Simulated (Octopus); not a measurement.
CdTe (F-43m, No. 216):
```xyz
2
Lattice="0.0000 3.2821 3.2821 3.2821 0.0000 3.2821 3.2821 3.2821 0.0000" Properties=species:S:1:pos:R:3 pbc="T T T"
Cd     0.0000     0.0000     0.0000
Te     1.6411     1.6411     4.9232
```
The cell is a database entry, not relaxed again.

Level: LDA. Code: Octopus 16.4. Numerical set-up: grid spacing about 0.14 Å, Γ-centred 6×6×6 k-mesh, Fermi-Dirac smearing of 0.03 eV, no spin polarisation; PseudoDojo 0.4 LDA potentials. Spin-orbit coupling is left out.

### Question
What band gap does LDA give on the standard high-symmetry path?

### Answer
0.40 eV, direct at Γ. A grid finer by a fifth moves the gap between mesh points by under 0.01 eV.
